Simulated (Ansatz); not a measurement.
ZnBr$_{2}$ in space group R-3m (No. 166; Zn on 3a, Br on 6c) under volume change, DFT-r²SCAN+D4 in the program Ansatz with PAW potentials, shape and atoms relaxed at each volume.

```tsv
V (Å³/atom)	E − E(relaxed) (meV/atom)	P (GPa)
23.096	17.1	2.83
23.858	6.7	1.60
24.619	(withheld)	(withheld)
25.381	0.0	0.00
26.142	1.1	-0.48
26.904	3.8	-0.71
27.665	(withheld)	(withheld)
```

Problem. Complete the blanks.

Solution. 
- 27.665, E − E(relaxed) (meV/atom): 7.4
- 27.665, P (GPa): -0.84
- 24.619, E − E(relaxed) (meV/atom): 1.5
- 24.619, P (GPa): 0.67

Problem. What does a third-order Birch–Murnaghan fit give for V₀, B₀ and B′?

Solution. V₀ = 25.38 Å³/atom, B₀ = 17.9 GPa, B′ = 12.1.

The workflow started from an entry of the Crystallography Open Database (COD), which files this formula under 2 space groups. Its standing as an ambient phase is unchecked. The r²SCAN+D4 relaxation kept the symmetry of its start; its stability against distortions is not shown here.

Potentials: the later of the program's two PAW sets.
